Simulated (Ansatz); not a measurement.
Data:

NbIr$_{3}$:
```cif
data_Ir3Nb
_chemical_formula_sum 'Nb1 Ir3'
_space_group_name_H-M_alt 'Pm-3m'
_space_group_IT_number 221
_space_group_name_Hall '-P 4 2 3'
_cell_length_a 3.88144
_cell_length_b 3.88144
_cell_length_c 3.88144
_cell_angle_alpha 90.000
_cell_angle_beta 90.000
_cell_angle_gamma 90.000
loop_
_atom_site_label
_atom_site_type_symbol
_atom_site_symmetry_multiplicity
_atom_site_Wyckoff_symbol
_atom_site_fract_x
_atom_site_fract_y
_atom_site_fract_z
_atom_site_occupancy
Nb1 Nb 1 a 0.00000 0.00000 0.00000 1
Ir1 Ir 3 c 0.00000 0.50000 0.50000 1
```

This is the PBEsol-relaxed structure.

Task: All from PBEsol in the plane-wave PAW code Ansatz, unless another level is named. Predict the density of states at the Fermi level.

Result: 0.34 states/eV per atom (mean over ±0.08 eV).

Task: And the formation energy from the elements (no fitted shifts)?

Result: -0.62 eV/atom.

Task: Give the gap with spin–orbit coupling.

Result: none (metallic).

The workflow started from an entry of the Crystallography Open Database (COD). Its standing as an ambient phase is unchecked. The cell was relaxed with PBEsol under the symmetry of its start; whether a distortion lowers the energy is not shown. No spin polarisation was allowed. The references are the lowest solids computed at this level, not always the standard phases. Scalar-relativistic: spin–orbit coupling is off unless named, which matters more the heavier the elements.

Potentials: the later of the program's two PAW sets.
